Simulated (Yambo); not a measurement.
Yambo run on K2AgAlCl6 (space group Fm-3m, No. 225). The wavefunctions are PBEsol (Quantum ESPRESSO, PseudoDojo norm-conserving, 82 Ry, scalar-relativistic) ones on a 2×2×2 mesh (41 occupied bands); a = b = c = 7.174 Å, α = β = γ = 60.00°.

Yambo input:

```
rim_cut
HF_and_locXC
RandQpts= 1000000
RandGvec= 1 Ry
EXXRLvcs= 82 Ry
VXCRLvcs= 328 Ry
% QPkrange
 1 | 1 | 41 | 42 |
 2 | 2 | 41 | 42 |
 3 | 3 | 41 | 42 |
%
```

k points by index: 1 = Γ, 2 = L, 3 = X.

The o-*.hf file then holds:

```
#    K-point    Band    Eo [eV]    Ehf [eV]    Vxc [eV]    Vnlxc [eV]
#
    1    41    0.000000    -5.012326    -20.44472    -25.45705
    1    42    2.086874    6.595194    -11.20964    -6.701325
    2    41    -0.272530    -5.298194    -19.23435    -24.26001
    2    42    4.017340    8.917073    -11.84191    -6.942176
    3    41    -0.001877    -5.002515    -20.46004    -25.46068
    3    42    4.451093    9.125801    -12.90235    -8.227647
```
Exchange alone, without screening.

Spin-orbit coupling is not included.

Geometry of the Materials Project entry, not relaxed at this level.

The structure is a Materials Project entry; no match was found in the copy of COD used, and its stability was not checked.
